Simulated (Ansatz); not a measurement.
Equation of state of calcium, omega (AlB2-type)

Theory: DFT, PBEsol, plane waves (420 eV) with PAW, scalar-relativistic (Ansatz). The PAW files were generated under PBE, with cores re-solved for the functional.

The cell is scaled uniformly from the relaxed one, with fractional coordinates and shape fixed. Energies are extrapolated to zero smearing, pressures are those at the given smearing. Magnetic state: spin not included.

```csv
V (Å³/atom),E − E₀ (meV/atom),P (GPa)
36.158,38.3,2.67
37.802,16.4,1.64
39.445,4.0,0.75
41.089,0.0,0.00
42.733,3.1,-0.65
44.376,12.2,-1.19
46.020,26.6,-1.65
```

Q: Fit a third-order Birch-Murnaghan equation.

A: V₀ = 41.16 Å³/atom, B₀ = 17.2 GPa, B₀′ = 2.8.
